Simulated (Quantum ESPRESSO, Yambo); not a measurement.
CsPbCl₃ (cubic perovskite, space group Pm-3m, No. 221): one geometry, one set of PBE (stringent potentials; Quantum ESPRESSO, PseudoDojo norm-conserving, 88 Ry, scalar-relativistic) orbitals, self-energies from Yambo (2×2×2 Γ-centred k mesh, bands 5 to 586 and a 12 Ry block in the screening, 586 bands in G with the Bruneval-Gonze terminator, plasmon pole fitted at 27.2 eV).

```json
[
 {"level": "PBE (Quantum ESPRESSO)", "gap R → R (eV)": "1.99"},
 {"level": "exchange only (Hartree-Fock self-energy on PBE orbitals)", "gap R → R (eV)": "8.36"},
 {"level": "static COHSEX@PBE", "gap R → R (eV)": "?"},
 {"level": "G0W0@PBE, plasmon pole", "gap R → R (eV)": "?"}
]
```

Question: What belongs in the gaps?

Answer: 
- static COHSEX@PBE, gap R → R (eV): 4.51
- G0W0@PBE, plasmon pole, gap R → R (eV): 3.46

Bare exchange has no screening and gives the widest gap; static COHSEX screens it but leaves out the frequency dependence, which G0W0 restores.

Nearest settings tried, and what they do to the gap: 305 bands in G: +1 meV; 305 bands in W, 305 bands in G: -6 meV; 7 Ry block (437 vectors against 895): -117 meV. Not varied: mesh. So the settings aren't converged at that level. The k mesh is coarse.

Spin-orbit coupling is not included.

Geometry relaxed with PBEsol; primitive cell a = 5.622 Å, b = 5.622 Å, c = 5.622 Å, α = 90.00°, β = 90.00°, γ = 90.00°.
